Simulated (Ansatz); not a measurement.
The relaxed structure here is a generated cell of AlPt: the first start was made by placing the elements on the sites of a structure type, and the end was not matched to a known phase here, so it may be hypothetical.

A relaxed cell of AlPt (Pbcm (No. 57)), relaxed on a k-mesh at least as fine as the one used below. Computed with PBEsol (plane waves to 420 eV, PAW, scalar-relativistic; Ansatz, an electronic-structure program). Γ-centred k-mesh 6×7×7 on the run's cell (coarser than for final values), Fermi–Dirac smearing 0.05 eV.

```
AlPt
1.0
    5.24450     0.00000     0.00000
    0.00000     4.85377     0.00000
    0.00000     0.00000     4.64150
Al Pt
4 4
Cartesian
  1.78490   2.72873   1.16038
  1.78490   4.55193   3.48113
  3.45961   0.30184   1.16038
  3.45961   2.12504   3.48113
  4.34470   2.71440   1.16038
  4.34470   4.56626   3.48113
  0.89981   0.28751   1.16038
  0.89981   2.13938   3.48113
```

The atoms are displaced by (Å):

```json
[
 {"atom": "Al1", "ux": "0.068", "uy": "-0.037", "uz": "-0.044"},
 {"atom": "Al2", "ux": "-0.164", "uy": "0.063", "uz": "-0.027"},
 {"atom": "Al3", "ux": "-0.003", "uy": "-0.007", "uz": "-0.088"},
 {"atom": "Al4", "ux": "0.061", "uy": "-0.039", "uz": "-0.087"},
 {"atom": "Pt5", "ux": "-0.020", "uy": "-0.013", "uz": "0.053"},
 {"atom": "Pt6", "ux": "-0.049", "uy": "0.064", "uz": "-0.120"},
 {"atom": "Pt7", "ux": "0.153", "uy": "-0.059", "uz": "0.115"},
 {"atom": "Pt8", "ux": "0.051", "uy": "-0.078", "uz": "0.060"}
]
```

Task: What forces (eV/Å) and pressure result?

Result: 
```json
[
 {"atom": "Al1", "Fx": "-0.26", "Fy": "0.16", "Fz": "0.35"},
 {"atom": "Al2", "Fx": "1.56", "Fy": "-1.62", "Fz": "1.56"},
 {"atom": "Al3", "Fx": "0.66", "Fy": "-0.15", "Fz": "-0.29"},
 {"atom": "Al4", "Fx": "-0.57", "Fy": "0.59", "Fz": "1.01"},
 {"atom": "Pt5", "Fx": "0.97", "Fy": "0.26", "Fz": "-1.01"},
 {"atom": "Pt6", "Fx": "0.11", "Fy": "-0.85", "Fz": "0.53"},
 {"atom": "Pt7", "Fx": "-1.82", "Fy": "0.44", "Fz": "-1.73"},
 {"atom": "Pt8", "Fx": "-0.65", "Fy": "1.17", "Fz": "-0.41"}
]
```

Pressure +5.5 GPa.

Task: Estimate the energy cost of the displacement in the harmonic approximation and compare with the calculation.

Result: For a harmonic well ΔE = −½ Σ F·u = 0.706 eV a cell, or 88 meV/atom. The calculated energy relative to the undisplaced cell is +0.08 eV/atom, so the harmonic estimate holds well.

No spin polarisation in the result.

The run that gave the undisplaced cell could not lose the symmetry of its start; a randomly shaken copy of 8 atoms returns to this structure.
